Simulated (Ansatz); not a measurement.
GaN:
```
CELL_PARAMETERS angstrom
      0.00000     2.27421     2.27421
      2.27421     0.00000     2.27421
      2.27421     2.27421     0.00000
ATOMIC_POSITIONS crystal
  N  0.75000 0.75000 0.75000
  Ga 0.00000 0.00000 0.00000
```

DFT-PBE in the program Ansatz with PAW potentials gives a gap of 1.54 eV without spin–orbit coupling, maximum at Γ, minimum at Γ.

What happens when spin–orbit coupling is switched on?

The gap stays essentially unchanged, to 1.54 eV; maximum at Γ, minimum at Γ.

How large is the spin–orbit splitting of the valence top at Γ?

The fourfold level lies 0.01 eV above the split-off pair.

Give the electron effective mass with spin–orbit coupling.

0.14 mₑ (isotropic).

Space group F-43m (zinc blende). The PBE relaxation kept the symmetry of its start; phonons on a q-mesh show no instability.

Potentials: the later of the program's two PAW sets.
